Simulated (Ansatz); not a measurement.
Relaxed HfN (rock salt):

```xyz
2
Lattice="0.0000 2.2739 2.2739 2.2739 0.0000 2.2739 2.2739 2.2739 0.0000" Properties=species:S:1:pos:R:3 pbc="T T T"
N      0.0000     0.0000     0.0000
Hf     2.2739     2.2739     2.2739
```

In each cell atom 1 (N, nearest neighbour Hf at 2.274 Å; its periodic images, 3.2 Å or more away, move with it) moves by s·(0.000, 0.000, 1.000) (along Cartesian z), the rest being held.

The numbers are results of PBE (plane waves to 420 eV, PAW, scalar-relativistic; Ansatz, an electronic-structure program), not measurements. k mesh 14×14×14 (Γ-centred), Fermi-Dirac smearing 0.05 eV. Energies are smeared free energies. Stress and pressure are positive under compression. Left out: 4 of 11 points, with atoms too close for the PAW data. With partly filled bands, energies and forces of such displacements shift with the k mesh and the smearing. F∥ is the force on the atom along that direction. HfN is run without spin polarisation. HfN was relaxed with its symmetry unable to fall. Spin-orbit coupling is left out, though Hf is heavy. ΔE is measured from the undisplaced structure.

```json
[
 {"s (Å)": "-0.408", "ΔE (eV/cell)": "1.047", "P (GPa)": "23.0", "F∥ (eV/Å)": "5.865"},
 {"s (Å)": "-0.272", "ΔE (eV/cell)": "0.425", "P (GPa)": "9.6", "F∥ (eV/Å)": "3.382"},
 {"s (Å)": "-0.136", "ΔE (eV/cell)": "0.102", "P (GPa)": "2.3", "F∥ (eV/Å)": "1.512"},
 {"s (Å)": "0.000", "ΔE (eV/cell)": "0.000", "P (GPa)": "0.0", "F∥ (eV/Å)": "0.000"},
 {"s (Å)": "0.136", "ΔE (eV/cell)": "0.102", "P (GPa)": "2.3", "F∥ (eV/Å)": "-1.512"},
 {"s (Å)": "0.272", "ΔE (eV/cell)": "0.425", "P (GPa)": "9.6", "F∥ (eV/Å)": "-3.382"},
 {"s (Å)": "0.408", "ΔE (eV/cell)": "1.047", "P (GPa)": "23.0", "F∥ (eV/Å)": "-5.865"}
]
```

What the scan shows:

| Quantity | Value |
|---|---|
| Energy at s = 0.408 Å | 1047 meV/cell |
| Force along the line at s = -0.408 Å | 5.87 eV/Å |
| Symmetry of the curve | even: the same for both signs |
| Shape of the curve | a single well with its minimum at or next to zero displacement |
| Force constant k = d²E/ds² at s = 0 (finite differences) | 10.7 eV/Å² |
| Harmonic estimate at the end of the scan | ½ks² = 889 meV/cell against the computed 1047 meV/cell, so the well is stiffer than harmonic there |
| Zone-centre optical wavenumber from k | 473 cm⁻¹ |

(For displaced atoms, the force is minus the slope of the energy, and its curvature is a force constant, which sets phonon frequencies.)
